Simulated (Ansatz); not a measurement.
**CrB, single point**

We look at CrB: the coordinates of a database entry, unrelaxed (space group Cmcm), with 4 atoms per cell. Forces or pressure are large there, so the entry is far from the computed equilibrium and may be faulty or of a sample under other conditions. Source: COD entry 2310092; the sample's temperature and pressure aren't taken into account, and it need not be the stable phase.

These are results of DFT, LDA, PAW, plane waves, scalar-relativistic in Ansatz, not measurements.

Input:

```yaml
crystal:
  lattice:
    - [1.48, -3.905, 0.0]
    - [1.48, 3.905, 0.0]
    - [0.0, 0.0, 2.94]
  atoms:
    - { symbol: B, position: [0.55, 0.45, 0.75] }
    - { symbol: B, position: [0.45, 0.55, 0.25] }
    - { symbol: Cr, position: [0.854, 0.146, 0.75], spin: 3.0, spin_axis: [0.0, 0.0, 3.0] }
    - { symbol: Cr, position: [0.146, 0.854, 0.25], spin: 3.0, spin_axis: [3.0, 0.0, 0.0] }
hamiltonian:
  xc: lda
  pseudopotentials: { kind: paw }
basis:
  ecutwfc: 420
kpoints:
  mp_grid: { grid: [5, 5, 5] }
scf:
  occupations: { method: fermi_dirac, width: 0.1 }
  lower_state_search: "off"
  max_iter: 150
output:
  forces: true
  stress: true
  write_density: true
  write_potential: true
  elf: true
  volumetric_format: npy
magnetization:
  noncollinear: true
```

The run was started with:
```sh
ansatz run input.yaml --threads 4 --pin off --max-ram 9216MiB --backend cpu --events-out ev --progress --plain --runs-dir out
```

Program output, abridged:

```
Pseudopotentials: kind: paw
Pseudopotential: B, paw, valence charge 3, recommended cutoff 420 eV (normal), B.paw.azcp
Pseudopotential: Cr, paw, valence charge 14, recommended cutoff 420 eV (normal), Cr.paw.azcp
Functional definition: SPW92
Crystal: 4 atoms, lattice volume = 33.983 Å³
Basis set: ecut = 420 eV, 633 PW (Γ)
Bands: 42, of which v1, the nominal top of the filled ones, is band 34 counted from 1 (33 counted from 0)
Symmetry: 8 space group operations + 8 with time reversal
Moments: of one size on atoms that these operations exchange, one fixing the others by the rotation that the starting moments gave each, and all in one plane where the starting moments lie in one or along one axis (crystal.symmetry.detect: false holds none)
k-points: 27 of 125
Non-local potential: B, projectors of the file, l = 0: 2, l = 1: 2, l = 2: 1
Non-local potential: Cr, projectors of the file, l = 0: 3, l = 1: 2, l = 2: 3, l = 3: 1
PAW frozen core: B, regenerated for the run's functional, and the local potential with it (the file was generated under x = pbe(κ = 0.804, μ = 0.2195149727645171), c = pbe(β = 0.06672455060314922))
PAW frozen core: Cr, regenerated for the run's functional, and the local potential with it (the file was generated under x = pbe(κ = 0.804, μ = 0.2195149727645171), c = pbe(β = 0.06672455060314922))
Initial density: superposition of atomic densities (chi_scale 0.1, normalization cell)
Starting moments: Σ|m| = 6 μB on 2 of 4 sites
Initial wavefunctions: pseudopotential atomic-orbital guess
Functional: x = slater, c = lda
SCF iter   1: F=—  HF=-6955.437589 eV  |F-HF|=—  |Δ(HF+E_count)|=         —  Δρ=3.22e-1  dr2=4.40e1  dr2_m=8.90e0  ethr=3.10e-3  |M|=1.31e0 ∫|m|=2.24e0 μB  |m|>n=0.0e0 m-floor=0.0e0 τ_xc=6.0e-18  β_m=0.30  ⟨swp⟩=5.7  Hψ=4118  notcnv=0
preconditioner: auto → Kerker (q_TF=auto, 2.729 Å⁻¹)  [metal: Δε(μ)=0.006 eV  Ē_g=8.087 eV  σ=0.100 eV  W_gap=0.02  n_scr=12 (ndim 8)  ℏωp=27.0 eV  f_vac=0.000  D(μ)=2.36/eV (n_scr^D=26)]
spin=Noncollinear: Kerker preconditioning applied to the charge; magnetization (m_x, m_y, m_z) channels mix plain (no charge-response kernel on spin).
SCF iter   2: F=—  HF=-6948.515363 eV  |F-HF|=—  |Δ(HF+E_count)|=    6.92e0  Δρ=1.45e-1  dr2=8.17e0  dr2_m=3.26e0  ethr=3.10e-3  |M|=1.46e0 ∫|m|=2.54e0 μB  |m|>n=0.0e0 m-floor=0.0e0 τ_xc=2.6e-18  β_m=0.30  ⟨swp⟩=4.0  Hψ=2984  notcnv=0
SCF iter   3: F=—  HF=-6947.176808 eV  |F-HF|=—  |Δ(HF+E_count)|=    1.34e0  Δρ=9.40e-2  dr2=4.17e-1  dr2_m=1.38e0  ethr=3.10e-3  |M|=1.51e0 ∫|m|=2.61e0 μB  |m|>n=0.0e0 m-floor=0.0e0 τ_xc=1.9e-18  β_m=0.30  ⟨swp⟩=3.9  Hψ=2570  notcnv=0
SCF iter   4: F=—  HF=-6947.258051 eV  |F-HF|=—  |Δ(HF+E_count)|=   8.12e-2  Δρ=9.32e-2  dr2=3.41e-1  dr2_m=1.35e0  ethr=1.23e-3  |M|=1.23e0 ∫|m|=2.16e0 μB  |m|>n=0.0e0 m-floor=0.0e0 τ_xc=1.9e-18  β_m=0.30  ⟨swp⟩=3.3  Hψ=2465  notcnv=0
SCF iter   5: F=—  HF=-6947.281030 eV  |F-HF|=—  |Δ(HF+E_count)|=   2.30e-2  Δρ=7.29e-2  dr2=1.71e-2  dr2_m=8.28e-1  ethr=1.00e-3  |M|=1.14e0 ∫|m|=2.01e0 μB  |m|>n=0.0e0 m-floor=0.0e0 τ_xc=1.9e-18  β_m=0.30  ⟨swp⟩=4.3  Hψ=2260  notcnv=0
SCF iter   6: F=—  HF=-6947.365967 eV  |F-HF|=—  |Δ(HF+E_count)|=   8.49e-2  Δρ=6.33e-2  dr2=4.78e-3  dr2_m=6.24e-1  ethr=5.02e-5  |M|=1.01e0 ∫|m|=1.79e0 μB  |m|>n=0.0e0 m-floor=0.0e0 τ_xc=1.8e-18  β_m=0.30  ⟨swp⟩=2.1  Hψ=2361  notcnv=0
SCF iter   7: F=—  HF=-6947.430393 eV  |F-HF|=—  |Δ(HF+E_count)|=   6.44e-2  Δρ=5.44e-2  dr2=2.12e-4  dr2_m=4.61e-1  ethr=1.41e-5  |M|=8.98e-1 ∫|m|=1.61e0 μB  |m|>n=0.0e0 m-floor=0.0e0 τ_xc=1.8e-18  β_m=0.30  ⟨swp⟩=2.7  Hψ=2257  notcnv=0
SCF iter   8: F=—  HF=-6947.481215 eV  |F-HF|=—  |Δ(HF+E_count)|=   5.08e-2  Δρ=4.73e-2  dr2=1.49e-4  dr2_m=3.48e-1  ethr=6.22e-7  |M|=8.01e-1 ∫|m|=1.45e0 μB  |m|>n=0.0e0 m-floor=0.0e0 τ_xc=1.6e-18  β_m=0.30  ⟨swp⟩=3.4  Hψ=2735  notcnv=0
SCF iter   9: F=—  HF=-6947.519163 eV  |F-HF|=—  |Δ(HF+E_count)|=   3.79e-2  Δρ=4.14e-2  dr2=3.29e-4  dr2_m=2.68e-1  ethr=4.37e-7  |M|=7.15e-1 ∫|m|=1.30e0 μB  |m|>n=0.0e0 m-floor=0.0e0 τ_xc=1.5e-18  β_m=0.30  ⟨swp⟩=3.1  Hψ=2605  notcnv=0
SCF iter  10: F=—  HF=-6947.548973 eV  |F-HF|=—  |Δ(HF+E_count)|=   2.98e-2  Δρ=3.65e-2  dr2=1.28e-3  dr2_m=2.07e-1  ethr=4.37e-7  |M|=6.40e-1 ∫|m|=1.17e0 μB  |m|>n=0.0e0 m-floor=0.0e0 τ_xc=1.2e-18  β_m=0.30  ⟨swp⟩=3.1  Hψ=2571  notcnv=0
Mixer restart at iter 10: flushing history
spin-set hold released at iteration 10 (site moments contracting): the magnetisation degrees of freedom join the quasi-Newton model from the next iteration; the mixer history was flushed
SCF iter  11: F=—  HF=-6947.571875 eV  |F-HF|=—  |Δ(HF+E_count)|=   2.29e-2  Δρ=3.20e-2  dr2=5.05e-4  dr2_m=1.59e-1  ethr=4.37e-7  |M|=5.74e-1 ∫|m|=1.05e0 μB  |m|>n=0.0e0 m-floor=0.0e0 τ_xc=1.1e-18  β_m=0.31  ⟨swp⟩=3.1  Hψ=2599  notcnv=0
SCF iter  12: F=—  HF=-6947.629522 eV  |F-HF|=—  |Δ(HF+E_count)|=   5.76e-2  Δρ=1.82e-2  dr2=1.03e-3  dr2_m=5.18e-2  ethr=4.37e-7  |M|=3.51e-1 ∫|m|=6.42e-1 μB  |m|>n=0.0e0 m-floor=0.0e0 τ_xc=4.8e-19  β_m=0.55  ⟨swp⟩=4.0  Hψ=3049  notcnv=0
SCF iter  13: F=—  HF=-6947.660084 eV  |F-HF|=—  |Δ(HF+E_count)|=   3.06e-2  Δρ=2.19e-3  dr2=7.77e-4  dr2_m=7.48e-4  ethr=4.37e-7  |M|=4.77e-2 ∫|m|=9.83e-2 μB  |m|>n=0.0e0 m-floor=0.0e0 τ_xc=3.2e-20  β_m=0.69  ⟨swp⟩=4.0  Hψ=3238  notcnv=0
SCF iter  14: F=—  HF=-6947.660658 eV  |F-HF|=—  |Δ(HF+E_count)|=   5.73e-4  Δρ=1.13e-3  dr2=2.93e-5  dr2_m=1.98e-4  ethr=4.37e-7  |M|=2.53e-2 ∫|m|=4.77e-2 μB  |m|>n=0.0e0 m-floor=0.0e0 τ_xc=8.7e-21  β_m=0.84  ⟨swp⟩=2.6  Hψ=2419  notcnv=0
SCF iter  15: F=—  HF=-6947.660900 eV  |F-HF|=—  |Δ(HF+E_count)|=   2.43e-4  Δρ=2.54e-4  dr2=5.31e-6  dr2_m=1.01e-5  ethr=8.63e-8  |M|=5.40e-3 ∫|m|=6.29e-3 μB  |m|>n=0.0e0 m-floor=0.0e0 τ_xc=2.1e-22  β_m=0.76  ⟨swp⟩=3.0  Hψ=2571  notcnv=0
SCF iter  16: F=—  HF=-6947.660906 eV  |F-HF|=—  |Δ(HF+E_count)|=   5.78e-6  Δρ=1.04e-4  dr2=6.49e-7  dr2_m=1.70e-6  ethr=1.56e-8  |M|=2.82e-3 ∫|m|=3.63e-3 μB  |m|>n=0.0e0 m-floor=0.0e0 τ_xc=3.8e-23  β_m=0.80  ⟨swp⟩=2.0  Hψ=1549  notcnv=0
iter 17 did not close the SCF: its close was put off for a magnetic moment that had not settled (scf_convergence_deferred on its scf_iter line)
SCF iter  17: F=-6947.660907 eV  HF=-6947.660907 eV  |F-HF|=9.75e-9  |Δ(HF+E_count)|=   1.34e-6  Δρ=1.31e-5  dr2=1.26e-8  dr2_m=2.66e-8  ethr=2.94e-10  |M|=7.32e-5 ∫|m|=4.06e-4 μB  |m|>n=0.0e0 m-floor=0.0e0 τ_xc=3.0e-25  β_m=0.90  ⟨swp⟩=8.8  Hψ=8299  notcnv=0
iter 18 did not close the SCF: its close was put off for a magnetic moment that had not settled (scf_convergence_deferred on its scf_iter line)
SCF iter  18: F=-6947.660907 eV  HF=-6947.660907 eV  |F-HF|=3.67e-9  |Δ(HF+E_count)|=   2.63e-8  Δρ=4.42e-6  dr2=3.67e-9  dr2_m=1.08e-9  ethr=3.72e-11  |M|=5.14e-5 ∫|m|=9.14e-5 μB  |m|>n=0.0e0 m-floor=0.0e0 τ_xc=7.6e-27  β_m=0.86  ⟨swp⟩=4.7  Hψ=6108  notcnv=0
iter 19 did not close the SCF: its close was put off for a magnetic moment that had not settled (scf_convergence_deferred on its scf_iter line)
SCF iter  19: F=-6947.660907 eV  HF=-6947.660907 eV  |F-HF|=1.00e-11  |Δ(HF+E_count)|=  7.78e-10  Δρ=1.28e-6  dr2=1.41e-10  dr2_m=2.54e-10  ethr=1.08e-11  |M|=3.25e-5 ∫|m|=4.49e-5 μB  |m|>n=0.0e0 m-floor=0.0e0 τ_xc=1.8e-27  β_m=0.93  ⟨swp⟩=3.9  Hψ=5763  notcnv=0
SCF iter  20: F=-6947.660907 eV  HF=-6947.660907 eV  |F-HF|=8.73e-11  |Δ(HF+E_count)|=  1.85e-10  Δρ=5.53e-7  dr2=8.82e-11  dr2_m=1.01e-11  ethr=1.00e-12  |M|=5.18e-6 ∫|m|=8.80e-6 μB  |m|>n=0.0e0 m-floor=0.0e0 τ_xc=5.7e-29  ⟨swp⟩=3.6  Hψ=5190  notcnv=0
WARN: the starting moments were not kept: the SCF closed with an absolute magnetisation of 8.7e-6 μB, where they sum to 6 μB in size (2 sites). That is at most 0.1 of that sum. Measured as dr2_m measures the in/out step, that magnetisation stands 3.5e-11 eV from none, at or under the dr2_threshold of 1.0e-7 eV: it is no larger than a step whose dr2_m would equal this threshold. The system may hold no moment; this SCF shows only that its start led to no more than that. [...]
SCF 1 converged in 20 iterations: F = -6947.660907 eV  dr2 = 8.82e-11
  greatest PAW one-centre occupation: 1.000 electrons in one spin orbital (limit 2), on the Cr atom at site 2 (counted from 0), in its partial waves of l = 0
SCF converged after 20 iterations
Magnetization: |M| = 0.0000 μB,  M = (-0.0000, +0.0000, -0.0000) μB
Absolute magnetization: 0.0000 μB (∫|m|, with the PAW one-centre terms)
  site 0: m = (+0.0000, +0.0000, +0.0000) μB, |m| = 0.0000 μB  (R = 0.69 Å)
  site 1: m = (+0.0000, +0.0000, +0.0000) μB, |m| = 0.0000 μB  (R = 0.69 Å)
  site 2: m = (-0.0000, -0.0000, -0.0000) μB, |m| = 0.0000 μB  (R = 0.88 Å)
  site 3: m = (-0.0000, -0.0000, -0.0000) μB, |m| = 0.0000 μB  (R = 0.88 Å)
Free energy (F): -6947.660907 eV
Harris-Foulkes:  -6947.660907 eV  (|F-HF|=8.73e-11)
Internal energy: -6947.563210 eV  (E = F + TS)
E sigma→0 (E₀):  -6947.612059 eV
Entropy (-TS):   -0.097698 eV (-24.424 meV/atom)
Fermi energy:    17.489835 eV
--- Per-component energies (eV) ---
  E_band       = -284.842291
  E_kinetic    = 791.297246
  E_local      = -2675.325227  (includes V_loc(G=0)·N_el)
  E_nonlocal   = 189.157354
  E_hartree    = 1166.198355
  E_xc         = -345.197682
  E_vxc        = -436.926983  (∫ρ·V_xc dr)
  E_paw        = -2426.479392  (= ΣΔE_a)
  E_vpaw       = -485.442710  (= ΣTr[D̂ρ^β])
  E_aug_tail   = 0.000695  (compensation charges beyond the density's cutoff)
  E_ewald      = -3648.036476
  E_core_change = 0.821918  (= ΣΔE_core)
  E_smearing   = -0.097698  (= −TS)
  E_closure    = 0.000000  (closes the sum)
  Σ components = -6947.660907   (vs F -6947.660907, Δ=0.00e0)
--- Forces (eV/Å), atoms counted from 1 ---
  atom   1  B      0.00000000    -2.07349002    -0.00000000
  atom   2  B      0.00000000     2.07349002     0.00000000
  atom   3  Cr     0.00000000     0.07222936     0.00000000
  atom   4  Cr     0.00000000    -0.07222936    -0.00000000
  max |Σ_I F_I| component: 4.30e-16 eV/Å
--- Stress (GPa, compression-positive) ---
      -21.092020       0.000000       0.000000
        0.000000     -11.003564      -0.000000
        0.000000      -0.000000     -12.371836
  P = ⅓ Tr σ = -14.8225 GPa (-148.225 kbar)
--- Band table (eV; the first three rows and the last of 27) ---
  k-point 0: bands = ["-53.8344", "-53.8343", "-53.7183", "-53.7183", "-25.7141", "-25.7140", "-25.5370", "-25.5370", "-25.5029", "-25.5029", "-25.4127", "-25.4127", "-25.3045", "-25.3045", "-25.2781", "-25.2781", "4.2928", "4.2928", "10.6338", "10.6338", "13.4493", "13.4493", "13.7330", "13.7330", "13.8106", "13.8106", "14.1673", "14.1673", "15.7625", "15.7625", "16.6679", "16.6679", "17.1703", "17.1703", "17.2718", "17.2718", "17.9385", "17.9385", "18.3396", "18.3396", "18.7052", "18.7052"]
  k-point 1: bands = ["-53.8193", "-53.8193", "-53.7254", "-53.7253", "-25.6740", "-25.6740", "-25.5327", "-25.5327", "-25.5205", "-25.5205", "-25.4198", "-25.4198", "-25.3431", "-25.3431", "-25.3339", "-25.3339", "4.8486", "4.8486", "11.0106", "11.0106", "11.4548", "11.4548", "13.6792", "13.6792", "14.4938", "14.4938", "14.8783", "14.8783", "15.2706", "15.2706", "15.8251", "15.8251", "17.4042", "17.4042", "17.6342", "17.6342", "18.0924", "18.0924", "18.2397", "18.2397", "19.0468", "19.0468"]
  k-point 2: bands = ["-53.7839", "-53.7839", "-53.7479", "-53.7479", "-25.5856", "-25.5856", "-25.5655", "-25.5655", "-25.4818", "-25.4818", "-25.4527", "-25.4527", "-25.4433", "-25.4433", "-25.4148", "-25.4148", "6.3913", "6.3913", "8.6496", "8.6496", "12.5126", "12.5126", "13.8174", "13.8174", "14.0668", "14.0668", "14.5456", "14.5456", "14.9890", "14.9890", "15.1295", "15.1295", "18.2459", "18.2459", "18.2612", "18.2612", "18.3483", "18.3483", "18.4590", "18.4590", "19.4120", "19.4120"]
  k-point 26: bands = ["-53.7749", "-53.7749", "-53.7567", "-53.7567", "-25.7085", "-25.7085", "-25.6768", "-25.6768", "-25.4928", "-25.4928", "-25.4334", "-25.4333", "-25.3321", "-25.3321", "-25.3005", "-25.3005", "6.8157", "6.8157", "8.7611", "8.7611", "11.7841", "11.7841", "13.6397", "13.6397", "14.7146", "14.7146", "15.2103", "15.2103", "15.3522", "15.3522", "16.0173", "16.0173", "16.5193", "16.5193", "17.3760", "17.3760", "17.6844", "17.6844", "18.0356", "18.0356", "18.6009", "18.6009"]
```

The program warns that the starting moments weren't kept.

The run took 10 s on 4 threads of Arm Neoverse V1, with other jobs on the host, peak memory 0.39 GiB.
